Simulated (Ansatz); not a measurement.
Si3C3N8 on the sites of β-Si3N4 (relaxed group Pm) at its r2SCAN geometry, run in the plane-wave code Ansatz at 2 levels of theory. (Calculated; spin-unpolarised; the phase may be known or hypothetical.)

The r2SCAN input:
```yaml
crystal:
  lattice:
    - [7.1193023917, 0.0, 0.0494991911]
    - [0.0, 2.7106110899, 0.0]
    - [-3.5170467072, 0.0, 6.0044874316]
  atoms:
    - { symbol: Si, position: [0.5792750031, 0.5, 0.8183318553] }
    - { symbol: Si, position: [0.8313249333, 0.0, 0.2359270115] }
    - { symbol: Si, position: [0.7800495756, 0.0, 0.5997805301] }
    - { symbol: C, position: [0.2240873914, 0.5, 0.4049915085] }
    - { symbol: C, position: [0.188958109, 0.5, 0.7739386743] }
    - { symbol: C, position: [0.3986603176, 0.0, 0.1775485684] }
    - { symbol: "N", position: [0.3103687568, 0.5, 0.6453467549] }
    - { symbol: "N", position: [0.6390777728, 0.0, 0.3173800535] }
    - { symbol: "N", position: [0.7204487278, 0.5, 0.6893281796] }
    - { symbol: "N", position: [0.6510506611, 0.0, 0.9694925894] }
    - { symbol: "N", position: [0.057199738, 0.0, 0.7085028069] }
    - { symbol: "N", position: [0.9934892321, 0.5, 0.2978323783] }
    - { symbol: "N", position: [0.3051969984, 0.0, 0.3348781978] }
    - { symbol: "N", position: [0.3208127831, 0.5, 0.0267208912] }
kpoints:
  mp_grid: { grid: [4, 10, 4] }
  band_path:
    path:
      - [0.0, 0.0, 0.0]
      - [0.0, 0.5, 0.0]
      - [0.5, 0.5, 0.0]
      - [0.5, 0.0, 0.0]
      - [0.0, 0.0, 0.5]
      - [0.0, 0.5, 0.5]
      - [-0.5, 0.5, 0.5]
      - [-0.5, 0.0, 0.5]
      - [0.0, 0.166667, 0.0]
    npoints: 1
hamiltonian:
  xc: r2scan
scf:
  occupations: { method: fixed }
  n_extra_bands: 7
output:
  forces: true
  stress: true
  eigenvalues: true
  write_density: true
  write_potential: true
  elf: true
  volumetric_format: npy
```

Main results, then, where recorded, the levels near the gap in eV from the Fermi energy (columns number the bands from 0), one row a point of the path (Γ, Z, D, B, A, E, C₂, Y₂, Γ–Z (0.33)):
```
Crystal: 14 atoms, lattice volume = 116.344 Å³
Symmetry: 2 space group operations
Space group: Pm (ITA 6)
```
```
Basis set: ecut = 500 eV, 2931 PW (Γ)
Bands: 39, of which v1, the nominal top of the filled ones, is band 32 counted from 1 (31 counted from 0)
k-points: 60 of 160 (time reversal used)
Free energy (F): -5750.942303 eV
Fermi energy:    9.534908 eV
--- Forces (eV/Å), atoms counted from 1 ---
  atom   1  Si      0.00068      0.00000      0.00006
  atom   2  Si      0.00115      0.00000    -0.00023
  atom   3  Si    -0.00003      0.00000    -0.00028
  atom   4  C     -0.00355      0.00000      0.00056
  atom   5  C     -0.00005      0.00000    -0.00102
  atom   6  C       0.00126      0.00000      0.00076
  atom   7  N       0.00035      0.00000    -0.00290
  atom   8  N     -0.00157      0.00000      0.00143
  atom   9  N       0.00010      0.00000    -0.00029
  atom  10  N     -0.00021      0.00000      0.00059
  atom  11  N     -0.00009      0.00000    -0.00094
  atom  12  N       0.00081      0.00000      0.00141
  atom  13  N       0.00088      0.00000    -0.00040
  atom  14  N       0.00035      0.00000      0.00123
--- Stress (GPa, compression-positive) ---
        0.007952       0.000000       0.000085
        0.000000       0.001876       0.000000
        0.000084       0.000000       0.012393
  P = ⅓ Tr σ = 0.0074 GPa (0.074 kbar)
```
```tsv
band_28	band_29	band_30	band_31	band_32	band_33	band_34
-1.191	-0.524	-0.522	-0.298	2.527	2.772	3.247
-2.182	-1.786	-1.699	-1.439	3.353	4.315	4.896
-1.911	-1.778	-1.634	-1.072	3.971	4.302	5.026
-1.507	-0.678	-0.412	-0.338	2.606	2.990	3.659
-1.494	-0.828	-0.410	-0.346	2.628	2.900	3.885
-2.062	-1.492	-1.317	-1.291	3.242	4.674	5.327
-1.929	-1.827	-1.356	-0.992	3.192	4.218	5.549
-1.579	-0.737	-0.422	-0.357	2.748	2.981	3.482
-1.574	-1.402	-1.162	0.018	3.884	4.370	4.668
```

With r2SCAN the valence top lies at Γ–Z (0.33 of the way from Γ) and the conduction bottom at Γ, 2.51 eV higher; the smallest vertical gap, at Γ, is 2.82 eV.

**Question.** Another run on the same cell gave
```
Basis set: ecut = 420 eV, 2297 PW (Γ)
Bands: 39, of which v1, the nominal top of the filled ones, is band 32 counted from 1 (31 counted from 0)
k-points: 40 of 96 (time reversal used)
hybrid outer 1: dexx = +4.520e-2 eV, tail = 9.10e-5 eV
hybrid outer 2: dexx = +5.862e-6 eV, tail = 4.09e-8 eV, Δε = 3.36e-3 eV, ΔF = 5.15e-3 eV/Å
Free energy (F): -5732.989766 eV
Fermi energy:    8.473639 eV
--- Forces (eV/Å), atoms counted from 1 ---
  atom   1  Si    -0.04951      0.00000    -0.03549
  atom   2  Si    -0.01995      0.00000      0.03713
  atom   3  Si    -0.03013      0.00000    -0.05679
  atom   4  C       0.21297      0.00000    -0.10227
  atom   5  C     -0.04017      0.00000    -0.10099
  atom   6  C     -0.02053      0.00000    -0.18557
  atom   7  N     -0.21451      0.00000    -0.03006
  atom   8  N     -0.14520      0.00000    -0.12704
  atom   9  N       0.01474      0.00000      0.01117
  atom  10  N       0.01826      0.00000      0.02248
  atom  11  N       0.30350      0.00000      0.12876
  atom  12  N       0.12331      0.00000      0.10877
  atom  13  N     -0.20966      0.00000      0.09842
  atom  14  N       0.05678      0.00000      0.23150
--- Stress (GPa, compression-positive) ---
       -3.026589       0.000000       0.373378
        0.000000      -4.166666       0.000000
        0.373386       0.000000      -3.054457
  P = ⅓ Tr σ = -3.4159 GPa (-34.159 kbar)
```
```tsv
band_28	band_29	band_30	band_31	band_32	band_33	band_34
-1.282	-0.561	-0.475	-0.290	4.411	4.716	5.219
-2.256	-1.912	-1.843	-1.591	5.146	6.144	6.509
-2.019	-1.887	-1.702	-1.200	5.834	6.105	6.729
-1.601	-0.717	-0.378	-0.321	4.516	4.931	5.654
-1.598	-0.872	-0.376	-0.332	4.530	4.810	5.905
-2.152	-1.624	-1.409	-1.384	5.133	6.490	7.140
-1.994	-1.929	-1.460	-1.098	5.050	6.046	7.294
-1.683	-0.765	-0.394	-0.337	4.658	4.894	5.426
-1.653	-1.437	-1.256	0.000	5.879	6.309	6.569
```
Which level of theory and mesh gave it?

**Answer.** It is PBE0, judged by the exchange loop and the size of the gap (a near hybrid could fit too), on 4×6×4; the blocks that differ from the first input, but for the band path:
```yaml
kpoints:
  mp_grid: { grid: [4, 6, 4] }
hamiltonian:
  xc: pbe0
```
With PBE0 the valence top lies at Γ–Z (0.33 of the way from Γ) and the conduction bottom at Γ, 4.41 eV higher; the smallest vertical gap, at Γ, is 4.70 eV. With the atoms held, the mean pressure is -3.4 GPa (compression positive). The stress of a hybrid is loosely converged here.

The hybrids run on coarser meshes, which limits their stresses and small splittings of levels.

Totals of different functionals can't be compared.

The meshes of the hybrids are coarse, so their gaps aren't converged to the digits shown.
